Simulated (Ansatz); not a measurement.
## Profile along the Y–Y line in Y (hcp, Mg type)

Y (hcp, Mg type)

```cif
data_Y2
_chemical_formula_sum 'Y2'
_space_group_name_H-M_alt 'P 1'
_space_group_IT_number 1
_cell_length_a 3.65564
_cell_length_b 3.65564
_cell_length_c 5.67870
_cell_angle_alpha 90.000
_cell_angle_beta 90.000
_cell_angle_gamma 120.000
loop_
_space_group_symop_operation_xyz
  'x, y, z'
loop_
_atom_site_label
_atom_site_type_symbol
_atom_site_fract_x
_atom_site_fract_y
_atom_site_fract_z
_atom_site_occupancy
Y1 Y 0.33333 0.66667 0.75000 1
Y2 Y 0.66667 0.33333 0.25000 1
```

Fields along a shortest Y–Y line of a (0001) plane (3.66 Å), from Y to Y, interpolated on the slice's grid (step about 0.3 Å). Calculation: PBE (plane waves to 420 eV, PAW, scalar-relativistic; Ansatz, a first-principles code). k mesh 15×15×8. Near the nuclei the fields are pseudised (PAW); where an atom keeps semicore shells as valence, they peak there. Y is run without spin polarisation. Y was relaxed with its symmetry unable to fall.

| distance from Y (Å) | valence electron density (e/Å³) | electron localisation function |
|---|---|---|
| 0.00 | 3.15 | x |
| 0.37 | 3.69 | x |
| 0.73 | 1.77 | 0.85 |
| 1.10 | 0.34 | 0.32 |
| 1.46 | 0.11 | 0.11 |
| 1.83 | 0.09 | 0.25 |
| 2.20 | 0.11 | 0.11 |
| 2.56 | 0.34 | 0.32 |
| 2.93 | 1.77 | 0.85 |
| 3.29 | 3.69 | x |
| 3.66 | 3.15 | x |

x: too close to a nucleus for the ELF to mean much.

Density on the Y–Y line (3.66 Å) at its midpoint: 0.09 e/Å³. ELF at that point: 0.25.
